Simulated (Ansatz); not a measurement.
GaSb:
```
CELL_PARAMETERS angstrom
      3.53649     0.00000     0.00000
      0.00000     3.53649     0.00000
      0.00000     0.00000     3.53649
ATOMIC_POSITIONS crystal
  Ga 0.00000 0.00000 0.00000
  Sb 0.50000 0.50000 0.50000
```

Relaxed with PBEsol. Special points in fractions of this cell's reciprocal vectors: Γ (0.000, 0.000, 0.000); X (0.000, 0.500, 0.000); M (0.500, 0.500, 0.000); R (0.500, 0.500, 0.500).

Task: List the band energies nearest the Fermi level at these points for plane-wave PAW PBEsol (Ansatz code).

Result: In eV from the Fermi level; about four levels below and three above (degenerate sets whole), none deeper than 8.9 eV; … stands for higher levels left out; points with the same levels are listed once.

```json
[
 {"k": "Γ", "below": "-1.89 -0.64 -0.64 -0.64", "above": "4.02 4.02 …"},
 {"k": "X", "below": "-8.24", "above": "1.75 1.75 2.55"},
 {"k": "M", "below": "-8.55 -5.18 -5.13 -5.13", "above": "2.96 5.28 6.28 6.28"},
 {"k": "R", "below": "-2.58 -2.58 -2.58 -0.86 -0.86 -0.86", "above": "…"}
]
```

Space group Pm-3m (CsCl type). The cell is a constructed one: a structure type filled with these elements; neither database checked (COD, Materials Project) lists it. It is not the phase usual at ambient conditions (space group No. 216). Symmetry was held in the PBEsol relaxation. At this level the phase is mechanically unstable. Spin–orbit coupling is left out wherever it is not named.

Potentials: the earlier of the program's two PAW sets. The files were generated under PBE; for other functionals the program regenerates the frozen cores, and for LDA and PBEsol the local potential too.
